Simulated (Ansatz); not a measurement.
SrVO₃ (cubic perovskite)

```
CELL_PARAMETERS angstrom
      3.85767     0.00000     0.00000
      0.00000     3.85767     0.00000
      0.00000     0.00000     3.85767
ATOMIC_POSITIONS crystal
  Sr 0.00000 0.00000 0.00000
  V  0.50000 0.50000 0.50000
  O  0.00000 0.50000 0.50000
  O  0.50000 0.50000 0.00000
  O  0.50000 0.00000 0.50000
```

Scan: atom 1 (Sr, nearest neighbour O at 2.728 Å; its periodic images, 3.9 Å or more away, move with it) is displaced along Cartesian x, direction (1.000, 0.000, 0.000) in Cartesian axes, by s. The other atoms stay.

Method: PBE (plane waves to 420 eV, PAW, scalar-relativistic; Ansatz, a quantum-chemistry and plane-wave program). k mesh 10×10×10 (Γ-centred), Fermi-Dirac smearing 0.05 eV. E stands for the smeared free energy. Stress and pressure are positive under compression. With partly filled bands, energies and forces of such displacements shift with the k mesh and the smearing. SrVO3 is run without spin polarisation and with no Hubbard U. SrVO3 was relaxed with its symmetry unable to fall. The zero of ΔE is the undisplaced structure.

```csv
s (Å),ΔE (eV/cell),P (GPa)
-0.270,___,2.0
-0.216,0.098,1.3
-0.162,0.054,0.8
-0.108,___,0.4
-0.054,0.006,0.2
0.000,0.000,0.1
0.054,0.006,0.2
0.108,___,0.4
0.162,0.054,0.8
0.216,0.098,1.3
0.270,___,2.0
```

What belongs in the gaps?


- -0.270, ΔE (eV/cell): 0.155
- -0.108, ΔE (eV/cell): 0.024
- 0.108, ΔE (eV/cell): 0.024
- 0.270, ΔE (eV/cell): 0.155

(For displaced atoms, the force is minus the slope of the energy, and its curvature is a force constant, which sets phonon frequencies.)
